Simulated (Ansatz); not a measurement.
**Gradients in TiTl2I6O18 at several cell volumes**

Reference cell: a refined structure from the COD whose atoms were relaxed with PBE, the cell held.

```cif
data_TiTl2I6O18
_symmetry_space_group_name_H-M 'R-3:H'
_symmetry_Int_Tables_number 148
_cell_length_a 11.4167
_cell_length_b 11.4167
_cell_length_c 11.3953
_cell_angle_alpha 90.000
_cell_angle_beta 90.000
_cell_angle_gamma 120.000
loop_
_atom_site_label
_atom_site_type_symbol
_atom_site_symmetry_multiplicity
_atom_site_Wyckoff_symbol
_atom_site_fract_x
_atom_site_fract_y
_atom_site_fract_z
Ti Ti 3 b 0.0000 0.0000 0.5000
Tl Tl 6 c 0.0000 0.0000 0.8310
I I 18 f 0.3153 0.0498 0.3896
O10 O 18 f 0.1542 0.0583 0.3941
O16 O 18 f 0.3770 0.1379 0.5307
O22 O 18 f 0.3986 0.1911 0.2873
```

One atom of each set is listed; the run and its k-mesh use a cell of 27 atoms with edges of 7.61, 7.61, 7.61 Å.

The numbers come from a DFT calculation in Ansatz (PBE, plane waves and PAW, scalar-relativistic, 420 eV cutoff, Γ-centred 3×3×3 k-points, Fermi–Dirac smearing 0.02 eV).

The cell is scaled uniformly, and the ions keep their fractional positions. Five of the sites with a gradient are followed.

| V/V₀ | Ti V_zz (η) | Tl V_zz (η) | I V_zz (η) | O10 V_zz (η) | O16 V_zz (η) |
| --- | --- | --- | --- | --- | --- |
| 0.96 | -0.98 (0.00) | 3.31 (0.00) | -53.4 (0.33) | 11.88 (0.10) | 12.90 (0.14) |
| 0.99 | -0.85 (0.00) | 3.19 (0.00) | -51.7 (0.33) | 12.29 (0.10) | 13.41 (0.13) |
| 1.00 | -0.81 (0.00) | 3.14 (0.00) | -51.1 (0.32) | 12.41 (0.10) | 13.58 (0.13) |
| 1.04 | -0.65 (0.00) | 2.98 (0.00) | -49.0 (0.32) | 12.92 (0.11) | 14.24 (0.12) |
| 1.06 | ? | ? | ? | ? | ? |

Task: Fill in the row for V/V₀ = 1.06 (V_zz in 10²¹ V/m²).

Result: Ti: -0.58 (0.00), Tl: 2.91 (0.00), I: -47.9 (0.31), O10: 13.16 (0.11), O16: 14.56 (0.12). Worked for I: a power law through the other 4 rows, |V_zz| = 51.1 × (V/V₀)^-1.08, gives 48.0 at V/V₀ = 1.06, against 47.9 from the run (+0.1 %). Logarithmic slopes d ln|V_zz|/d ln V over the series: Ti -5.4, Tl -1.3, I -1.1, O10 1.0, O16 1.2. Point charges on a uniformly scaled lattice would give −1; charge that moves in the bonds makes the difference. Slopes far above 3 in size belong to small values that are left over from large contributions.

The atoms aren't relaxed in the scaled cells (forces up to 1.4 eV/Å): every bond scales with the cell, where a real crystal would keep its stiff bonds nearly fixed.

Spin–orbit coupling is left out, which shifts gradients on Tl by a few per cent, and by more where contributions nearly cancel.
